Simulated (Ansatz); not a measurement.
Bi2Te2Se:
```
CELL_PARAMETERS angstrom
      2.15447     1.24388    10.35686
     -2.15447     1.24388    10.35686
      0.00000    -2.48777    10.35686
ATOMIC_POSITIONS crystal
  Bi 0.60710 0.60710 0.60710
  Bi 0.39290 0.39290 0.39290
  Te 0.21736 0.21736 0.21736
  Te 0.78264 0.78264 0.78264
  Se 0.00000 0.00000 0.00000
```

Relaxed with r²SCAN+D4.

Problem. Tabulate the valence density and the electron localisation function along the shortest Bi–Se contact (3.10 Å), r²SCAN+D4 (plane waves, PAW; program Ansatz).

Solution. 

| distance from Bi (Å) | density (e/Å³) | ELF |
|---|---|---|
| 0.31 | 6.62 | 0.08 |
| 0.47 | 5.26 | 0.15 |
| 0.62 | 3.64 | 0.32 |
| 0.78 | 1.97 | 0.45 |
| 0.93 | 0.90 | 0.47 |
| 1.09 | 0.51 | 0.41 |
| 1.24 | 0.31 | 0.34 |
| 1.40 | 0.23 | 0.28 |
| 1.55 | 0.21 | 0.31 |
| 1.71 | 0.24 | 0.46 |
| 1.86 | 0.32 | 0.65 |
| 2.02 | 0.46 | 0.75 |
| 2.17 | 0.68 | 0.80 |
| 2.33 | 1.14 | 0.79 |
| 2.48 | 2.70 | 0.72 |
| 2.64 | 7.50 | 0.53 |
| 2.79 | 19.16 | 0.29 |

The density is the valence pseudo-density with augmentation charge, so density and ELF within about 1 Å of a nucleus are not all-electron values.

Space group R-3m. The first step of the workflow began from a Materials Project structure, measured or hypothetical; the Crystallography Open Database copy checked does not list it. Its standing as an ambient phase is unchecked. The cell was relaxed with r²SCAN+D4 under the symmetry of its start; its stability against distortions is not shown here. Spin–orbit coupling is left out wherever it is not named.

Potentials: the later of the program's two PAW sets.
